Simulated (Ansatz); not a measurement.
Input, command and steps of an Ansatz relaxation.

```yaml
crystal:
  lattice:
    - [0.0, 3.9709675649, 3.9709675649]
    - [3.9709675649, 0.0, 3.9709675649]
    - [3.9709675649, 3.9709675649, 0.0]
  atoms:
    - { symbol: Cd, position: [0.625, 0.625, 0.625] }
    - { symbol: Cd, position: [0.125, 0.625, 0.625] }
    - { symbol: Cd, position: [0.625, 0.625, 0.125] }
    - { symbol: Cd, position: [0.625, 0.125, 0.625] }
    - { symbol: Re, position: [0.0, 0.0, 0.0] }
    - { symbol: Re, position: [0.25, 0.25, 0.25] }
basis:
  ecutwfc: 420
kpoints:
  mp_grid: { grid: [4, 4, 4] }
hamiltonian:
  xc: pbe
scf:
  occupations: { method: gaussian, width: 0.1 }
  lower_state_search: "off"
output:
  forces: true
  stress: true
  eigenvalues: true
relax:
  adjacent_minimum: "off"
  f_tol: 0.04
  max_steps: 70
  cell: { stress_tol: 0.4 }
```

```bash
ansatz run input.yaml --threads 1 --pin off --max-ram 2560MiB --backend cpu --events-out ev --progress --plain --runs-dir out
```

Level of theory: Ansatz 0.2.0, DFT PBE, scalar-relativistic, plane waves, PAW.

Of 5 frames 5 are shown, positions in Å and forces in eV/Å; the SCF threshold varies from step to step. Steps run on the plane waves of an earlier cell, with a Pulay correction in the pressure. The basis is chosen afresh for the last frame, the zero of the energies, and at times for earlier ones too; energy and pressure step there, also at an unchanged geometry.

```xyz
6
Lattice="0.0000 3.9710 3.9710 3.9710 0.0000 3.9710 3.9710 3.9710 0.0000" Properties=species:S:1:pos:R:3:forces:R:3 pbc="T T T" step=1 free_energy_over_end_meV_per_atom=122.04 pressure_GPa=-12.69
Cd    4.9637    4.9637    4.9637    0.0000    0.0000    0.0000
Cd    4.9637    2.9782    2.9782    0.0000    0.0000    0.0000
Cd    2.9782    2.9782    4.9637    0.0000    0.0000    0.0000
Cd    2.9782    4.9637    2.9782    0.0000    0.0000    0.0000
Re    0.0000    0.0000    0.0000    0.0000    0.0000    0.0000
Re    1.9855    1.9855    1.9855    0.0000    0.0000    0.0000
6
Lattice="0.0000 3.7774 3.7774 3.7774 0.0000 3.7774 3.7774 3.7774 0.0000" Properties=species:S:1:pos:R:3:forces:R:3 pbc="T T T" step=2 free_energy_over_end_meV_per_atom=-0.12 pressure_GPa=1.84
Cd    4.7217    4.7217    4.7217    0.0000    0.0000    0.0000
Cd    4.7217    2.8330    2.8330    0.0000    0.0000    0.0000
Cd    2.8330    2.8330    4.7217    0.0000    0.0000    0.0000
Cd    2.8330    4.7217    2.8330    0.0000    0.0000    0.0000
Re    0.0000    0.0000    0.0000    0.0000    0.0000    0.0000
Re    1.8887    1.8887    1.8887    0.0000    0.0000    0.0000
6
Lattice="0.0000 3.7998 3.7998 3.7998 0.0000 3.7998 3.7998 3.7998 0.0000" Properties=species:S:1:pos:R:3:forces:R:3 pbc="T T T" step=3 free_energy_over_end_meV_per_atom=-1.15 pressure_GPa=-0.59
Cd    4.7498    4.7498    4.7498    0.0000    0.0000    0.0000
Cd    4.7498    2.8499    2.8499    0.0000    0.0000    0.0000
Cd    2.8499    2.8499    4.7498    0.0000    0.0000    0.0000
Cd    2.8499    4.7498    2.8499    0.0000    0.0000    0.0000
Re    0.0000    0.0000    0.0000    0.0000    0.0000    0.0000
Re    1.8999    1.8999    1.8999    0.0000    0.0000    0.0000
6
Lattice="0.0000 3.7943 3.7943 3.7943 0.0000 3.7943 3.7943 3.7943 0.0000" Properties=species:S:1:pos:R:3:forces:R:3 pbc="T T T" step=4 free_energy_over_end_meV_per_atom=-1.35 pressure_GPa=-0.02
Cd    4.7429    4.7429    4.7429    0.0000    0.0000    0.0000
Cd    4.7429    2.8457    2.8457    0.0000    0.0000    0.0000
Cd    2.8457    2.8457    4.7429    0.0000    0.0000    0.0000
Cd    2.8457    4.7429    2.8457    0.0000    0.0000    0.0000
Re    0.0000    0.0000    0.0000    0.0000    0.0000    0.0000
Re    1.8972    1.8972    1.8972    0.0000    0.0000    0.0000
6
Lattice="0.0000 3.7943 3.7943 3.7943 0.0000 3.7943 3.7943 3.7943 0.0000" Properties=species:S:1:pos:R:3:forces:R:3 pbc="T T T" step=5 free_energy_over_end_meV_per_atom=0.00 pressure_GPa=-0.03
Cd    4.7429    4.7429    4.7429    0.0000    0.0000    0.0000
Cd    4.7429    2.8457    2.8457    0.0000    0.0000    0.0000
Cd    2.8457    2.8457    4.7429    0.0000    0.0000    0.0000
Cd    2.8457    4.7429    2.8457    0.0000    0.0000    0.0000
Re    0.0000    0.0000    0.0000    0.0000    0.0000    0.0000
Re    1.8972    1.8972    1.8972    0.0000    0.0000    0.0000
```

The start puts this composition into another compound's structure type, which needn't suit it. At the end the space group is Fd-3m (tolerance 0.05 Å).

Time: 9.7 s on 1 thread of Intel(R) Xeon(R) 6975P-C (Granite Rapids) (shared host), peak memory 0.47 GiB.

The k mesh is coarse. Spin–orbit coupling is left out, which can shift energies with elements as heavy as these.